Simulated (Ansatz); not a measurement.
## Co: frozen-core PAW against all-electron methods

```yaml
crystal:
  lattice:
    - [2.49539, 0.00000, 0.00000]
    - [-1.24770, 2.16107, 0.00000]
    - [0.00000, 0.00000, 4.03175]
  atoms:
    - { symbol: Co, position: [0.33333, 0.66667, 0.25000] }
    - { symbol: Co, position: [0.66667, 0.33333, 0.75000] }
```

Atoms are numbered in the order listed.

The cell was built from the hcp type and relaxed in the same program, and has space group P6_3/mmc; it needn't be a known or the stable phase.

Levels of theory: DFT, PBE, PAW with Ansatz's default frozen-core files, scalar-relativistic (Ansatz 0.2.0); DFT, PBE, all-electron LAPW, scalar-relativistic (Ansatz 0.2.0).

For PAW: a Γ-centred 17×17×9 k mesh, Fermi–Dirac smearing of 0.05 eV, cutoff 420 eV, spin-polarised from start moments Co1 2, Co2 2 μB. LAPW targets a basis error of 0.25 meV/atom. The Ansatz runs share mesh, smearing and spin set-up. Plane-wave (PAW) pressures include the program's estimate of the Pulay term.

Stress and pressure are positive in compression.

Levels count from the Fermi level.

PAW results:

| quantity | PAW |
| --- | --- |
| pressure (GPa) | -0.02 |
| moment of the cell (μB) | 3.249 |
| highest filled spin-up level at M (eV) | -0.549 |
| lowest empty spin-up level at M (eV) | 1.259 |
| highest filled spin-up level at Γ (eV) | -0.163 |
| lowest empty spin-up level at Γ (eV) | 6.294 |
| highest filled spin-up level at H (eV) | -0.776 |
| lowest empty spin-up level at H (eV) | 5.617 |

Question: What does all-electron LAPW give for the same quantities?

Answer: 
```
                              quantity    LAPW
                        pressure (GPa)   -0.12
               moment of the cell (μB)   3.250
highest filled spin-up level at M (eV)  -0.552
  lowest empty spin-up level at M (eV)   1.258
highest filled spin-up level at Γ (eV)  -0.159
  lowest empty spin-up level at Γ (eV)   6.297
highest filled spin-up level at H (eV)  -0.779
  lowest empty spin-up level at H (eV)   5.625
```
